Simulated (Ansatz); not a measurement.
## ZrS2 (CdI2 type), energy over volume and axial ratio

ZrS2 (CdI2 type)

```
CELL_PARAMETERS angstrom
      3.63482     0.00000     0.00000
     -1.81741     3.14785     0.00000
      0.00000     0.00000     5.71966
ATOMIC_POSITIONS crystal
  Zr 0.00000 0.00000 0.00000
  S  0.33333 0.66667 0.25534
  S  0.66667 0.33333 0.74466
```

The relaxed cell is deformed in two ways at once: its volume V is scaled, and at that volume it is stretched along z (the c axis of the conventional cell) so that c/a changes. Fractional atomic positions are held.

All values below come from PBE-D3(BJ) (plane waves to 420 eV, PAW, scalar-relativistic; Ansatz, an electronic-structure program). k mesh 10×10×6 (Γ-centred), Fermi-Dirac smearing 0.05 eV. E stands for the smeared free energy. Stress and pressure are positive under compression. As the atoms are clamped, bonds stretch with the cell, which overstates energies and stresses. ZrS2 is run without spin polarisation. ZrS2 was relaxed with its symmetry unable to fall. ΔE is measured from the relaxed starting cell.

ΔE (meV/atom), with V/V₀ across and (c/a)/(c/a)₀ down:

```tsv
(c/a)/(c/a)₀ \ V/V₀	0.960	0.980	1.000	1.020	1.040
0.920	31.0	24.5	23.8	28.4	37.8
0.960	15.4	7.7	5.9	9.4	17.8
1.000	11.6	2.8	0.0	2.6	10.1
1.040	19.1	9.4	5.8	7.6	14.3
1.080	37.7	27.2	22.8	24.0	30.1
```

σzz − σxx (GPa), with V/V₀ across and (c/a)/(c/a)₀ down:

```tsv
(c/a)/(c/a)₀ \ V/V₀	0.960	0.980	1.000	1.020	1.040
0.920	5.70	5.91	6.10	6.27	6.41
0.960	2.66	2.91	3.13	3.33	3.50
1.000	-0.55	-0.26	0.00	0.23	0.45
1.040	-3.91	-3.59	-3.29	-3.01	-2.76
1.080	-7.42	-7.06	-6.73	-6.41	-6.12
```

Derived quantities:

The modulus against c/a change at fixed volume, (3/4V)·∂²E/∂(ln c/a)² (fit, atoms clamped) is 40 GPa, an upper bound as the atoms could relax. Lowest place on the grid: V/V₀ = 1.000, (c/a)/(c/a)₀ = 1.000 (0.0 meV/atom). Highest place on the grid: V/V₀ = 1.040, (c/a)/(c/a)₀ = 0.920 (37.8 meV/atom).

(A scan under strain: stresses follow from slopes of the energy per volume, elastic moduli from its curvatures.)
